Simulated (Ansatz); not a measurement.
System: Nb (bcc type), 1 atom in the cell.

All numbers below come from Ansatz 0.2.0 development build, PBE, all-electron LAPW, point nucleus.

k-mesh 12×12×12 Γ-centred; Fermi–Dirac smearing of 0.1 eV; no spin polarisation.

```xyz
1
Lattice="-1.6550 1.6550 1.6550 1.6550 -1.6550 1.6550 1.6550 1.6550 -1.6550" Properties=species:S:1:pos:R:3 pbc="T T T"
Nb    0.0000    0.0000    0.0000
```

Q: Would the cell expand or shrink if it were free to relax?

A: The pressure is -0.05 GPa, close to zero.

The k-mesh is modest, so these values aren't fully converged in k.
